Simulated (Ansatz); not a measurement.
InF

```
CELL_PARAMETERS angstrom
3.64429 0.00000 0.00000
-1.82214 3.15604 0.00000
0.00000 0.00000 8.90509
ATOMIC_POSITIONS crystal
In 0.33333 0.66667 0.00881
In 0.66667 0.33333 0.50881
F 0.33333 0.66667 0.36719
F 0.66667 0.33333 0.86719
```

Atoms are numbered in the order listed.

The cell was built from the wurtzite type and relaxed in the same program, and has space group P6_3mc; it needn't be a known or the stable phase.

Spin–orbit coupling is left out, though it moves levels of the heavy atoms by tenths of an eV or more.

All numbers are computed: DFT, PBE, all-electron LAPW, scalar-relativistic (Ansatz 0.2.0); DFT, PBE, PAW with Ansatz's default frozen-core files, scalar-relativistic (Ansatz 0.2.0); DFT, PBE, all-electron PAW with datasets made for the crystal, scalar-relativistic (Ansatz 0.2.0).

For LAPW: a Γ-centred 14×14×8 k mesh, Fermi–Dirac smearing of 0.05 eV, basis error target 1 meV/atom, no spin polarisation. PAW takes a cutoff of 420 eV at this cell. The crystal-made all-electron datasets (AE datasets) take a cutoff of 260 eV at this cell. The Ansatz runs share mesh, smearing and spin set-up. Values come from LAPW unless marked.

No spin–orbit coupling: at heavy atoms the gradients can be off by tens of per cent for that reason.

```
Band gap                                                                                                               : 1.62 eV, indirect from the line M (0.5, 0, 0)–K (0.333, 0.333, 0) to M (0.5, 0, 0)
Smallest direct gap on the path                                                                                        : 1.84 eV
Löwdin charges (with 0.08 e of the cell spilling out of the atomic basis, so their sizes and signs hang on that basis) : In1 0.53, F3 -0.49 e
Bader charges (from the PAW run)                                                                                       : In1 +0.82, F3 -0.82 e
Field gradients Vzz (crystal-made datasets)                                                                            : In1 0.20 (η = 0.00), F3 -2.32 (η = 0.00) in 10²¹ V/m²
Volume per atom                                                                                                        : 172.8 bohr³
Pressure at this cell                                                                                                  : 0.01 GPa
```
